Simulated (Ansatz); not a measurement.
C:
```cif
data_C8
_chemical_formula_sum 'C8'
_space_group_name_H-M_alt 'P 1'
_space_group_IT_number 1
_cell_length_a 4.75119
_cell_length_b 4.75119
_cell_length_c 4.13384
_cell_angle_alpha 83.230
_cell_angle_beta 96.770
_cell_angle_gamma 149.296
loop_
_space_group_symop_operation_xyz
  'x, y, z'
loop_
_atom_site_label
_atom_site_type_symbol
_atom_site_fract_x
_atom_site_fract_y
_atom_site_fract_z
_atom_site_occupancy
C1 C 0.44271 0.55729 0.12031 1
C2 C 0.22880 0.77120 0.58542 1
C3 C 0.28569 0.71431 0.94060 1
C4 C 0.05814 0.94186 0.65370 1
C5 C 0.55729 0.44271 0.87969 1
C6 C 0.77120 0.22880 0.41458 1
C7 C 0.71431 0.28569 0.05940 1
C8 C 0.94186 0.05814 0.34630 1
```

Relaxed with r²SCAN. Plane-wave PAW r²SCAN (Ansatz code) gives a gap of 3.70 eV.

Task: What gap does HSE06 give on the same cell (Ansatz, PAW)?

Result: 4.71 eV, 1.01 eV more. The hybrid was solved on a coarser mesh and at special points; its gap is the smallest among all of these.

Cost on shared cores: the r²SCAN run (SCF on a 11×11×7 mesh, then bands and DOS) about 5 core-minutes (a rough figure), the HSE06 run (SCF on 7×7×4, then a few points) roughly 4 core-minutes; the tasks are unlike.

Space group C2/m. The start of the workflow was typed in or built on a structure type; the Crystallography Open Database copy checked does not list it. It is not the phase usual at ambient conditions (space group No. 194, 227). The r²SCAN relaxation kept the symmetry of its start; its stability against distortions is not shown here.

Potentials: the earlier of the program's two PAW sets.
